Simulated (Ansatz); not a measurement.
PdRhN$_{2}$:
```yaml
crystal:
  lattice:
    - [1.48103, 0.85507, 6.10526]
    - [-1.48103, 0.85507, 6.10526]
    - [0.00000, -1.71014, 6.10526]
  atoms:
    - { symbol: Rh, position: [0.50000, 0.50000, 0.50000] }
    - { symbol: Pd, position: [0.00000, 0.00000, 0.00000] }
    - { symbol: N, position: [0.89359, 0.89359, 0.89359] }
    - { symbol: N, position: [0.10641, 0.10641, 0.10641] }
```

Relaxed with r²SCAN.

Problem. Which orbitals make up the states near the Fermi level in r²SCAN in the plane-wave PAW code Ansatz?

Solution. Within 0.5 eV of the Fermi level: N 2p 43 %, Rh 4d 36 %, Pd 4d 14 %. Projections are on Löwdin-orthogonalised atomic valence shells; empty p or d shells of many metals are not among them.

Problem. Tabulate the density of states.

Solution. States/eV per cell of 4 atoms, in 0.25 eV bins, energy from the Fermi level.

| E (eV) | total | N 2p | Pd 4d | Rh 4d |
|---|---|---|---|---|
| -7.85 | 0.29 | 0.16 | 0.04 | 0.08 |
| -7.60 | 1.16 | 0.60 | 0.16 | 0.36 |
| -7.35 | 1.97 | 1.02 | 0.26 | 0.63 |
| -7.10 | 2.46 | 1.28 | 0.30 | 0.80 |
| -6.85 | 1.45 | 0.75 | 0.19 | 0.46 |
| -6.60 | 3.93 | 1.95 | 0.70 | 1.17 |
| -6.35 | 4.20 | 2.09 | 0.67 | 1.33 |
| -6.10 | 3.07 | 1.43 | 0.34 | 1.24 |
| -5.85 | 3.77 | 1.68 | 0.31 | 1.72 |
| -5.60 | 1.62 | 0.72 | 0.12 | 0.74 |
| -5.35 | 1.18 | 0.62 | 0.13 | 0.36 |
| -5.10 | 2.41 | 1.27 | 0.32 | 0.66 |
| -4.85 | 2.53 | 1.20 | 0.55 | 0.63 |
| -4.60 | 3.75 | 1.61 | 1.05 | 0.84 |
| -4.35 | 3.48 | 1.26 | 1.30 | 0.77 |
| -4.10 | 2.79 | 0.82 | 1.35 | 0.51 |
| -3.85 | 3.42 | 1.03 | 1.73 | 0.53 |
| -3.60 | 3.45 | 0.96 | 1.76 | 0.64 |
| -3.35 | 3.43 | 0.74 | 1.94 | 0.68 |
| -3.10 | 3.78 | 0.67 | 2.53 | 0.51 |
| -2.85 | 2.54 | 0.37 | 1.65 | 0.46 |
| -2.60 | 2.86 | 0.42 | 1.69 | 0.66 |
| -2.35 | 5.70 | 0.66 | 3.32 | 1.56 |
| -2.10 | 6.62 | 0.61 | 3.81 | 2.04 |
| -1.85 | 3.41 | 0.42 | 2.06 | 0.84 |
| -1.60 | 3.89 | 0.75 | 1.90 | 1.11 |
| -1.35 | 3.80 | 1.03 | 1.59 | 1.02 |
| -1.10 | 5.27 | 1.87 | 1.70 | 1.48 |
| -0.85 | 3.21 | 0.96 | 0.83 | 1.22 |
| -0.60 | 2.42 | 0.77 | 0.35 | 1.14 |
| -0.35 | 2.65 | 0.98 | 0.31 | 1.17 |
| -0.10 | 3.58 | 1.48 | 0.44 | 1.39 |
| 0.15 | 2.82 | 1.29 | 0.42 | 0.92 |
| 0.40 | 2.86 | 1.43 | 0.46 | 0.79 |
| 0.65 | 2.39 | 1.24 | 0.44 | 0.55 |
| 0.90 | 0.86 | 0.35 | 0.26 | 0.12 |
| 1.15 | 0.72 | 0.21 | 0.29 | 0.06 |
| 1.40 | 1.27 | 0.39 | 0.53 | 0.13 |
| 1.65 | 0.88 | 0.30 | 0.34 | 0.12 |
| 1.90 | 0.00 | 0.00 | 0.00 | 0.00 |
| 2.15 | 0.00 | 0.00 | 0.00 | 0.00 |
| 2.40 | 0.11 | 0.02 | 0.01 | 0.05 |
| 2.65 | 0.42 | 0.10 | 0.02 | 0.18 |
| 2.90 | 0.84 | 0.26 | 0.03 | 0.35 |
| 3.15 | 1.56 | 0.56 | 0.06 | 0.61 |
| 3.40 | 1.95 | 0.78 | 0.06 | 0.76 |
| 3.65 | 2.49 | 1.09 | 0.06 | 0.96 |
| 3.90 | 3.78 | 1.77 | 0.07 | 1.49 |
| 4.15 | 3.35 | 1.65 | 0.10 | 1.28 |
| 4.40 | 1.38 | 0.78 | 0.05 | 0.50 |
| 4.65 | 0.32 | 0.12 | 0.01 | 0.08 |
| 4.90 | 0.30 | 0.05 | 0.01 | 0.04 |

Space group R-3m. The start of the workflow was typed in or built on a structure type; neither database checked (COD, Materials Project) lists it. Its standing as an ambient phase is unchecked. Symmetry was held in the r²SCAN relaxation; its stability against distortions is not shown here. The workflow began spin-polarised and lost its moments. Its formation energy is positive at this level, so the cell may be metastable or incomplete. Scalar-relativistic: spin–orbit coupling is off unless named, which matters more the heavier the elements.

Potentials: the later of the program's two PAW sets.
